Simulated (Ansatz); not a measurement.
# Ni$_{5}$Ge$_{3}$: a fit and a missing row

Ni$_{5}$Ge$_{3}$, C2/c, a = 10.687 Å, b = 6.655 Å, c = 6.284 Å, β = 120.9°. The structure is a Materials Project entry; whether it is the stable form wasn't checked. Ansatz: PBEsol, PAW, 420 eV, Γ-centred 8×8×8 mesh on 16 atoms, Gaussian smearing 0.10 eV; no spin polarisation. Shape and atoms are relaxed at each volume; pressure is positive in compression.

```
V (Å³/atom) P (GPa)
     10.906    21.62
     11.266    13.12
     11.625     5.99
     11.985     0.00
     12.344        ?
     12.704    -9.25
     13.183   -13.82
```

Take V0 = 11.985 Å³/atom, fit the third-order Birch–Murnaghan form to the other rows, and predict the missing pressure.

With the Eulerian strain f = ½[(V0/V)^(2/3) − 1] and y = P/[3f(1 + 2f)^(5/2)], the form is the line y = B0 + 1.5 B0 (B0′ − 4) f. Rows (f, y): 0.03246, 189.7; 0.02105, 187.4; 0.01027, 184.8; -0.01905, 178.4; -0.03077, 175.5. Means f = 0.002792, y = 183.16; Σ(Δf)² = 0.002873, ΣΔfΔy = 0.6448; the slope is their ratio. y = 182.5 + 224.4 f GPa, so B0 = 182.5 GPa and B0′ = 4 + 2 × (224.4)/(3 × 182.5) = 4.82. At V = 12.344, f = -0.00974, y = 180.31 and P = -5.02 GPa. The run gave -5.03 GPa, so the fit is 0.01 GPa too high, within twice the rms miss on the fitted rows (0.009 GPa).

Cost: 7 runs of about 2.1 core-hours in all, on Oxide Virtual Turin-like Processor (Zen 5) (shared hosts).